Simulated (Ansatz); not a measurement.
## Bands of Ru

```
CELL_PARAMETERS angstrom
2.70580 0.00000 0.00000
-1.35290 2.34329 0.00000
0.00000 0.00000 4.28190
ATOMIC_POSITIONS crystal
Ru 0.33333 0.66667 0.25000
Ru 0.66667 0.33333 0.75000
```

Atoms are numbered in the order listed.

The conventional cell has a = 2.706 Å, b = 2.706 Å, c = 4.282 Å, α = 90.00°, β = 90.00°, γ = 120.00°. Ru (atom 1) has 12 Ru at 2.65 to 2.71 Å as nearest neighbours.

The cell comes from COD entry 9017842, which wasn't checked; take it as a given geometry.

These are results of DFT, PBEsol, all-electron LAPW, scalar-relativistic (Ansatz 0.2.0), not measurements.

The runs use a Γ-centred 14×14×8 k mesh, Fermi–Dirac smearing of 0.03 eV, basis error target 0.5 meV/atom, no spin polarisation.

Points in fractions of the reciprocal vectors of this cell: Γ (0, 0, 0), M (0.5, 0, 0), K (0.333, 0.333, 0), A (0, 0, 0.5), L (0.5, 0, 0.5), H (0.333, 0.333, 0.5). The path joins them by straight lines in the order Γ–M–K–Γ–A–L–H–A–L; legs that retrace an earlier one aren't tabulated. Energies are in eV from the Fermi level.

(1) Is there a gap?

(2) List the levels between -8 and 6 eV at the symmetry points.

Answers

(1) none: bands cross the Fermi level, a metal.

(2) 
Γ: -6.23, -2.59 (×2), -2.42, -1.90 (×2), -1.38 (×2), 1.21 (×2), 1.24
M: -6.16, -5.52, -5.40, -3.01, -2.08, -1.82, -1.52, 1.46, 1.88, 1.95, 4.07
K: -5.60, -4.33 (×2), -3.78, -2.84 (×2), -1.06, 1.03 (×2), 1.47
A: -6.11 (×2), -2.76 (×4), -2.73 (×2), 0.57 (×4)
L: -6.08 (×2), -4.54 (×2), -1.05 (×2), 0.44 (×2), 1.72 (×2), 3.38 (×2)
H: -4.71 (×2), -4.12 (×2), -2.72 (×2), -1.17 (×2), 1.25 (×2)
